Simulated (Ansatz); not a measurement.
Calculation for Ta (hcp type): DFT, LDA, PAW with Ansatz's default frozen-core files, scalar-relativistic (Ansatz 0.2.0). This run: one bond, the shortest of the undistorted cell, set to 2.066 Å, partial waves polarizable.

The cell is a prototype at a set volume, not relaxed; it needn't be the stable phase.

Command: `ansatz run input.yaml --threads 1 --pin off --max-ram 2048MiB --backend cpu --events-out ev --progress --plain --runs-dir out` It took 11 s on 1 thread of Arm Neoverse V1, on a shared host, peak memory 0.4 GiB.

```yaml
crystal:
  lattice:
    - [2.966956471, 0.0, 0.0]
    - [-1.4834782355, 2.5694596758, 0.0]
    - [0.0, 0.0, 4.806469483]
  atoms:
    - { symbol: Ta, position: [0.2333333333, 0.6166666667, 0.175] }
    - { symbol: Ta, position: [0.7666666667, 0.3833333333, 0.825] }
kpoints:
  mp_grid: { grid: [12, 12, 6] }
scf:
  occupations: { method: fermi_dirac, width: 0.05 }
hamiltonian:
  xc: lda
  pseudopotentials: { kind: paw, partial_waves: polarizable }
output:
  forces: true
  stress: true
  eigenvalues: true
  write_density: true
  write_potential: true
  elf: true
  volumetric_format: npy
```

Output:

```
Engine: ansatz 0.2.0
Pseudopotentials: kind: paw
Pseudopotential: Ta, paw, valence charge 13, recommended cutoff 420 eV (normal), Ta.paw.azcp
Functional definition: SPW92
  exchange = slater_x
  correlation = pw_c
Crystal: 2 atoms, lattice volume = 36.642 Å³
Basis set: ecut = 420 eV, 701 PW (Γ)
Bands: 17, of which v1, the nominal top of the filled ones, is band 13 counted from 1 (12 counted from 0)
Symmetry: 4 space group operations
Space group: C2/m (ITA 12), of the structure as read, at distance tolerance 3.3e-5 Å
k-points: 242 of 864
Non-local potential: Ta, projectors of the file, l = 0: 3, l = 1: 2, l = 2: 2, l = 3: 1
PAW form: soft (Blöchl's): semilocal exchange-correlation on the pseudo side does not see the compensation charge
PAW frozen core: Ta, regenerated for the run's functional, and the local potential with it (the file was generated under x = pbe(κ = 0.804, μ = 0.2195149727645171), c = pbe(β = 0.06672455060314922))
PAW one-centre angular grid: Ta, 590 points (default); XC on 64 Gauss nodes
Initial density: superposition of atomic densities (neutral atoms: chi_scale 0, normalization atom), corrected by the library's trained network
Initial wavefunctions: pseudopotential atomic-orbital guess
Functional: x = slater, c = lda
Partial waves of Ta: polarizable
SCF iter   1: F=—  HF=-19361.378128 eV  |F-HF|=—  |Δ(HF+E_count)|=         —  Δρ=1.96e-2  dr2=2.37e-1  ethr=1.77e-3  ⟨swp⟩=5.9  Hψ=21264  notcnv=0
preconditioner: auto → none  [metal: Δε(μ)=0.004 eV  Ē_g=5.268 eV  σ=0.050 eV  W_gap=0.02  n_scr=8 (ndim 8)  ℏωp=19.4 eV  f_vac=0.000  D(μ)=1.90/eV (n_scr^D=22)  sad-step TF]
SCF iter   2: F=—  HF=-19361.342673 eV  |F-HF|=—  |Δ(HF+E_count)|=   3.55e-2  Δρ=1.16e-2  dr2=8.92e-2  ethr=9.12e-4  ⟨swp⟩=1.0  Hψ=6051  notcnv=0
SCF iter   3: F=—  HF=-19361.324180 eV  |F-HF|=—  |Δ(HF+E_count)|=   1.85e-2  Δρ=1.60e-3  dr2=2.67e-3  ethr=3.43e-4  ⟨swp⟩=2.1  Hψ=6331  notcnv=0
SCF iter   4: F=—  HF=-19361.323586 eV  |F-HF|=—  |Δ(HF+E_count)|=   5.94e-4  Δρ=6.49e-4  dr2=3.99e-4  ethr=1.03e-5  ⟨swp⟩=2.1  Hψ=6018  notcnv=0
SCF iter   5: F=—  HF=-19361.323503 eV  |F-HF|=—  |Δ(HF+E_count)|=   8.32e-5  Δρ=1.94e-4  dr2=3.09e-5  ethr=1.54e-6  ⟨swp⟩=2.2  Hψ=5369  notcnv=0
SCF iter   6: F=—  HF=-19361.323496 eV  |F-HF|=—  |Δ(HF+E_count)|=   6.81e-6  Δρ=3.55e-5  dr2=9.86e-7  ethr=1.19e-7  ⟨swp⟩=2.0  Hψ=5204  notcnv=0
SCF iter   7: F=-19361.323496 eV  HF=-19361.323496 eV  |F-HF|=2.48e-9  |Δ(HF+E_count)|=   1.17e-7  Δρ=3.66e-6  dr2=4.51e-9  ethr=3.85e-10  ⟨swp⟩=10.7  Hψ=30866  notcnv=0
SCF 1 converged in 7 iterations: F = -19361.323496 eV  dr2 = 4.51e-9
  greatest PAW one-centre occupation: 1.000 electrons in one spin orbital (limit 2), on the Ta atom at site 1 (counted from 0), in its partial waves of l = 0
SCF converged after 7 iterations
Free energy (F): -19361.323496 eV
Harris-Foulkes:  -19361.323496 eV  (|F-HF|=2.48e-9)
Internal energy: -19361.306497 eV  (E = F + TS)
E sigma→0 (E₀):  -19361.314996 eV
Entropy (-TS):   -0.016999 eV (-8.499 meV/atom)
Fermi energy:    18.102891 eV
--- Per-component energies (eV) ---
  E_band       = -229.870153
  E_kinetic    = 748.830095
  E_local      = -1553.629662  (includes V_loc(G=0)·N_el)
  E_nonlocal   = 49.718680
  E_hartree    = 589.437377
  E_xc         = -437.098352
  E_vxc        = -412.392053  (∫ρ·V_xc dr)
  E_paw        = -16302.381331  (= ΣΔE_a)
  E_vpaw       = -241.270258  (= ΣTr[D̂ρ^β])
  E_aug_tail   = 0.000297  (compensation charges beyond the density's cutoff)
  E_ewald      = -2456.701406
  E_core_change = 0.517806  (= ΣΔE_core)
  E_smearing   = -0.016999  (= −TS)
  E_closure    = 0.000000  (closes the sum)
  Σ components = -19361.323496   (vs F -19361.323496, Δ=0.00e0)
--- Forces (eV/Å), atoms counted from 1 ---
  atom   1  Ta     3.28688673     1.89768494    10.00256571
  atom   2  Ta    -3.28688673    -1.89768494   -10.00256571
  max |Σ_I F_I| component: 0.00e0 eV/Å
--- Stress (GPa, compression-positive) ---
       30.267098       1.013426      21.510129
        1.013426      29.096894      12.418879
       21.510127      12.418878      53.076086
  P = ⅓ Tr σ = 37.4800 GPa (374.800 kbar)
--- Band table (eV; the first three rows and the last of 242) ---
  k-point 0: bands = ["-49.5067", "-48.5229", "-18.1287", "-15.4556", "-15.3053", "-15.2183", "-14.9867", "-13.5190", "10.3023", "12.8940", "15.8940", "17.0869", "17.2959", "17.6935", "19.7173", "20.4384", "23.0883"]
  k-point 1: bands = ["-49.5057", "-48.5241", "-18.1139", "-15.4478", "-15.3048", "-15.2314", "-14.9870", "-13.5373", "10.5174", "12.8785", "15.7073", "17.0348", "17.2489", "17.7442", "19.3410", "20.1464", "23.2929"]
  k-point 2: bands = ["-49.5039", "-48.5263", "-18.0839", "-15.4279", "-15.3040", "-15.2625", "-14.9877", "-13.5739", "11.0484", "12.8083", "15.2212", "16.9386", "17.1553", "17.8642", "18.5293", "20.1632", "23.4700"]
  k-point 241: bands = ["-49.2922", "-48.6050", "-18.4062", "-16.7995", "-15.9136", "-14.9395", "-14.7883", "-13.6734", "12.9493", "14.1559", "15.5082", "18.0645", "18.3069", "20.4789", "20.6311", "22.5283", "22.6790"]
```

Spin–orbit coupling is left out, which matters for the heavy atoms. The PAW files were made under PBE.
